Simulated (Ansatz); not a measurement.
Data:

VPt$_{2}$:
```xyz
3
Lattice="-1.3442 1.8795 4.1222 1.3442 -1.8795 4.1222 1.3442 1.8795 -4.1222" Properties=species:S:1:pos:R:3 pbc="T T T"
V      0.0000     0.0000     0.0000
Pt     0.0000     0.0000     5.4473
Pt     0.0000     0.0000     2.7972
```

This is the LDA-relaxed structure.

All from the program Ansatz at the LDA level (PAW), unless another level is named. Give the formation energy from the elements (no fitted shifts).

-581 meV/atom.

Predict the density of states at the Fermi level.

0.67 states/eV per atom (mean over ±0.08 eV).

Space group Immm. The workflow started from a Materials Project entry (that database holds measured and hypothetical structures alike); the Crystallography Open Database files this formula in space group No. 71, but the cells were not matched. Whether it is the stable phase at ambient conditions was not checked. The LDA relaxation kept the symmetry of its start; whether a distortion lowers the energy is not shown. No spin polarisation was allowed. The references are the lowest solids computed at this level, not always the standard phases. Scalar-relativistic: spin–orbit coupling is off unless named, which matters more the heavier the elements.

Potentials: the later of the program's two PAW sets.
